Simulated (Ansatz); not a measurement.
# SrAsPt (P6_3/mmc): electronic heat capacity and spin susceptibility from the density of states

The calculation used DFT r2SCAN, scalar-relativistic, plane waves, PAW in Ansatz 0.2.0.

Settings: cutoff 500 eV, Γ-centred mesh 12×12×4 on the computed 6-atom cell, Gaussian smearing of 0.10 eV; no spin polarisation.

Relaxed cell: P6_3/mmc, a = 4.261 Å, b = 4.261 Å, c = 9.033 Å, α = 90.00°, β = 90.00°, γ = 120.00°, 6 atoms in the primitive cell. Whether it is the stable form of this composition wasn't checked.

The density of states at the Fermi level is 3.775 states/eV in the cell of 6 atoms (2 formula units; both spins, tetrahedra on a 18×18×6 mesh).

What Sommerfeld coefficient and Pauli susceptibility does this give?

Per formula unit N(E_F) = 1.888 states/eV. γ = (π²/3) k_B² N(E_F) N_A = 2.357 mJ/(mol K²) per state/eV, so γ = 4.4 mJ/(mol K²), a mole of formula units. χ_P = μ_B² N(E_F) N_A = 3.23×10⁻⁵ emu/mol per state/eV gives 6.1×10⁻⁵ emu/mol. This is the bare band result: a measured γ of the same phase is as a rule larger by a factor 1 + λ from phonons and spin fluctuations, the spin part of χ is larger by the Stoner factor, and a measured χ also holds orbital and core terms. N(E_F) at one energy is sensitive to the mesh where the density of states has sharp peaks.

Spin-orbit coupling is left out, which matters for the bands of heavy elements.

Cost: 1 run of about 4.4 core-minutes, on Oxide Virtual Turin-like Processor (Zen 5) (shared hosts).